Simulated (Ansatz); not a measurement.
KI (rock salt, Fm-3m), r²SCAN (plane waves, PAW; program Ansatz): ε∞ = 2.73, cell volume 89.17 Å³. Infrared-active transverse modes:

```
ω_TO (cm⁻¹)  oscillator strength S_xx (e²/amu)
-----------  ---------------------------------
100.9                                  0.04190
```

Problem. Compute the static dielectric constant.

Solution. Each mode adds (4.921e7/V) S/ω²: 2.27. So ε0 = 5.00.

Problem. What LO frequency does the Lyddane–Sachs–Teller relation give?

Solution. ω_LO = ω_TO √(ε0/ε∞) = 137 cm⁻¹.

The r²SCAN relaxation kept the symmetry of its start; of distortions, only those at the zone centre were tested. Scalar-relativistic: spin–orbit coupling is off unless named, which matters more the heavier the elements.

Potentials: the later of the program's two PAW sets.
